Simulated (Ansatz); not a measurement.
Y$_{3}$Si$_{5}$ in space group P-62m (No. 189; Y on 3f, Si on 2d, Si on 3g), the program Ansatz at the PBE level (PAW), all energies at zero smearing, with the estimated change up to a 700 eV cutoff added, with one set of potentials and settings (totals compare only within such a set). Cell of 8 atoms (3 Y, 5 Si): -14730.575 eV.

```json
[
 {"element": "Y", "reference phase": "P6_3/mmc, 2 atoms in the cell", "E (eV/atom)": "-3848.6668"},
 {"element": "Si", "reference phase": "Fd-3m, 2 atoms in the cell", "E (eV/atom)": "-635.8096"}
]
```

Formation energy per atom, worked out: (-14730.575 − 3×(-3848.6668) − 5×(-635.8096))/8 = -0.691 eV/atom (-67 kJ per mol of atoms), at 0 K, without zero-point energy or fitted corrections.

The start of the workflow was typed in or built on a structure type; neither database checked (COD, Materials Project) lists it. Its standing as an ambient phase is unchecked. The PBE relaxation kept the symmetry of its start; its stability against distortions is not shown here. No spin polarisation was allowed. The references are the lowest solids computed at this level, not always the standard phases.

Potentials: the later of the program's two PAW sets.
